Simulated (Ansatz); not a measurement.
BeS (CsCl type, Pm-3m) under volume change, DFT-PBEsol in the program Ansatz with PAW potentials, scaled uniformly.

```csv
V (Å³/atom),E − E(relaxed) (meV/atom),P (GPa)
11.036,31.3,9.83
11.400,13.2,6.11
11.764,3.2,2.85
12.127,0.0,0.00
12.491,(withheld),(withheld)
12.855,12.0,-4.96
13.219,(withheld),(withheld)
```

Q: Complete the blanks.

A: 
- 13.219, E − E(relaxed) (meV/atom): 25.4
- 13.219, P (GPa): -6.85
- 12.491, E − E(relaxed) (meV/atom): 3.1
- 12.491, P (GPa): -2.73

Q: What does a third-order Birch–Murnaghan fit give for V₀, B₀ and B′?

A: V₀ = 12.12 Å³/atom, B₀ = 91.1 GPa, B′ = 3.1.

A made-up cell: these elements were put on the sites of a structure type; neither database checked (COD, Materials Project) lists it. COD files the formula under space group No. 216. Its standing as an ambient phase is unchecked. The cell was relaxed with PBEsol under the symmetry of its start. At this level the phase is dynamically unstable (imaginary phonons).

Potentials: the earlier of the program's two PAW sets. The files were generated under PBE; for other functionals the program regenerates the frozen cores, and for LDA and PBEsol the local potential too.
